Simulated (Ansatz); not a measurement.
Consider the following.

InSb:
```
CELL_PARAMETERS angstrom
      0.00000     3.01855     3.01855
      3.01855     0.00000     3.01855
      3.01855     3.01855     0.00000
ATOMIC_POSITIONS crystal
  In 0.00000 0.00000 0.00000
  Sb 0.50000 0.50000 0.50000
```

This is the PBEsol-relaxed structure.

**Question.** All from PBEsol (plane waves, PAW; program Ansatz), unless another level is named. Give the electronic character.

**Answer.** metallic (no gap).

**Question.** Predict the formation energy from the elements (no fitted shifts).

**Answer.** 0.006 eV/atom.

**Question.** Give the density of states at the Fermi level.

**Answer.** 0.61 states/eV per atom (mean over ±0.08 eV).

**Question.** What about the gap with spin–orbit coupling?

**Answer.** none (metallic).

Space group Fm-3m (rock salt). The first step of the workflow began from a Materials Project structure, measured or hypothetical; the Crystallography Open Database copy checked does not list it. It is not the phase usual at ambient conditions (space group No. 216). Symmetry was held in the PBEsol relaxation; its stability against distortions is not shown here. The references are the lowest solids computed at this level, not always the standard phases. Scalar-relativistic: spin–orbit coupling is off unless named, which matters more the heavier the elements.

Potentials: the later of the program's two PAW sets.
